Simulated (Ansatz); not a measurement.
Given:

Fe3C:
```yaml
crystal:
  lattice:
    - [4.57094, 0.00000, 0.00000]
    - [-2.28547, 3.95855, 0.00000]
    - [0.00000, 0.00000, 4.24120]
  atoms:
    - { symbol: Fe, position: [0.00000, 0.68041, 0.50000] }
    - { symbol: Fe, position: [0.31959, 0.00000, 0.00000] }
    - { symbol: Fe, position: [0.31959, 0.31959, 0.50000] }
    - { symbol: Fe, position: [0.00000, 0.31959, 0.00000] }
    - { symbol: Fe, position: [0.68041, 0.00000, 0.50000] }
    - { symbol: Fe, position: [0.68041, 0.68041, 0.00000] }
    - { symbol: C, position: [0.66667, 0.33333, 0.75000] }
    - { symbol: C, position: [0.33333, 0.66667, 0.25000] }
```
The run is spin-polarised; directions of the spins, atom by atom: ↑ ↑ ↑ ↑ ↑ ↑ 0 0.

This is the PBEsol-relaxed structure.

### Question
All from plane-wave PAW PBEsol (Ansatz code), unless another level is named. Give the electronic character.

### Answer
metallic (no gap).

### Question
Give the formation energy from the elements (no fitted shifts).

### Answer
-0.006 eV/atom.

### Question
What about the density of states at the Fermi level?

### Answer
0.89 states/eV per atom (mean over ±0.08 eV).

Space group P6_322. The workflow started from a Materials Project entry (that database holds measured and hypothetical structures alike); the Crystallography Open Database copy checked does not list it. COD files the formula under space group No. 62. Whether it is the stable phase at ambient conditions was not checked. The cell was relaxed with PBEsol under the symmetry of its start; whether a distortion lowers the energy is not shown. The final state is ferromagnetic, chosen from 4 collinear starts compared on coarse meshes (ties went to the first, and starts can fall back to one state), not a proven ground state. The references are the lowest solids computed at this level, not always the standard phases.

Potentials: the earlier of the program's two PAW sets. The files were generated under PBE; for other functionals the program regenerates the frozen cores, and for LDA and PBEsol the local potential too.
